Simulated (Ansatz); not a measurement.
# ScAl: Grüneisen parameters and expansion

Computed with DFT LDA, scalar-relativistic, plane waves, PAW (Ansatz 0.2.0). Cutoff 420 eV, 12×12×12 k-points (Γ-centred), Fermi-Dirac smearing of 0.15 eV. No spin polarisation. Phonons by linear response, acoustic sum rule imposed.

The cell, relaxed at this level:
```yaml
crystal:
  lattice:
    - [3.31038, 0.00000, 0.00000]
    - [0.00000, 3.31038, 0.00000]
    - [0.00000, 0.00000, 3.31038]
  atoms:
    - { symbol: Sc, position: [0.50000, 0.50000, 0.50000] }
    - { symbol: Al, position: [0.00000, 0.00000, 0.00000] }
```

In a metal, frequencies depend on the k mesh and the smearing, soft modes most.

Phonons on a 2×2×2 q mesh at 0.98, 1 and 1.02 times the equilibrium volume give γ = −d ln ν/d ln V, modes matched by rank. The cell has V = 36.28 Å³ with 2 atoms and B = 86 GPa. Points of the mesh (fractions of the reciprocal vectors) with their weights out of 8; the acoustic modes at Γ are left out:

```
                q weight  ν (cm⁻¹)     γ  degeneracy
   0.00 0.00 0.00       1       295  1.61           3
  0.00 0.00 -0.50       3       189  1.49           2
  0.00 0.00 -0.50       3       244  1.57           1
  0.00 0.00 -0.50       3       245  1.55           1
  0.00 0.00 -0.50       3       251  1.51           2
 0.00 -0.50 -0.50       3        54  2.99           2
 0.00 -0.50 -0.50       3       170  0.96           1
 0.00 -0.50 -0.50       3       268  1.44           1
 0.00 -0.50 -0.50       3       351  1.60           2
-0.50 -0.50 -0.50       1       238  1.82           3
-0.50 -0.50 -0.50       1       279  1.52           3
```

Question: Work out the volume expansion coefficient at 50, 100, 300 and 800 K in Grüneisen's theory.

Answer: Each mode holds c = k_B x² eˣ/(eˣ − 1)², x = hcν/k_BT (k_B = 0.695 cm⁻¹/K). Weighted over the mesh, C_V = Σ c, γ̄ = Σ cγ/C_V and α_V = γ̄ C_V/(BV):
| T (K) | C_V (k_B a cell) | γ̄ | α_V (10⁻⁶/K) |
| --- | --- | --- | --- |
| 50 | 0.89 | 2.50 | 9.9 |
| 100 | 2.55 | 1.90 | 21.5 |
| 300 | 5.04 | 1.73 | 38.7 |
| 800 | 5.54 | 1.71 | 42.1 |

The classical limit of C_V is 3n = 6 k_B, less the 3/8 k_B of the three modes left out, which leaves C_V and α_V about 6 % low even at high temperature. All γ are positive, so the crystal expands at every temperature. For a cubic crystal the linear coefficient is a third of α_V. A mesh this coarse misses long acoustic waves, so the low-temperature rows are rough; B and γ are held at their static values, and the electrons' part is left out.

Question: The zero-point energy of the cell, summed on a denser interpolated mesh, is 84.643, 82.067 and 79.540 meV at the three volumes. How far does it expand the lattice at 0 K?

Answer: P_zp = −dE_zp/dV = 5.103 meV / (1.451 Å³) × 0.16022 GPa Å³/meV = 0.563 GPa, so ΔV/V = P_zp/B = 0.66 %. This share is taken off a measured low-temperature volume before it is compared with a static calculation.